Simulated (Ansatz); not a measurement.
ZnO (wurtzite, P6_3mc), the program Ansatz at the PBEsol level (PAW), all energies at zero smearing, with the estimated change up to a 700 eV cutoff added, with one set of potentials and settings (totals compare only within such a set). Cell of 4 atoms (2 Zn, 2 O): -7684.280 eV.

```
element                            reference phase  E (eV/atom)
-------  -----------------------------------------  -----------
Zn                   P6_3/mmc, 2 atoms in the cell   -3280.9077
O        C2/m, 4 atoms in the cell, spin-polarised    -558.3554
```

Formation energy per atom, worked out: (-7684.280 − 2×(-3280.9077) − 2×(-558.3554))/4 = -1.438 eV/atom (-139 kJ per mol of atoms), at 0 K, without zero-point energy or fitted corrections.

The PBEsol relaxation kept the symmetry of its start. The references are the lowest solids computed at this level, not always the standard phases (solids in place of the gases).

Potentials: the later of the program's two PAW sets.
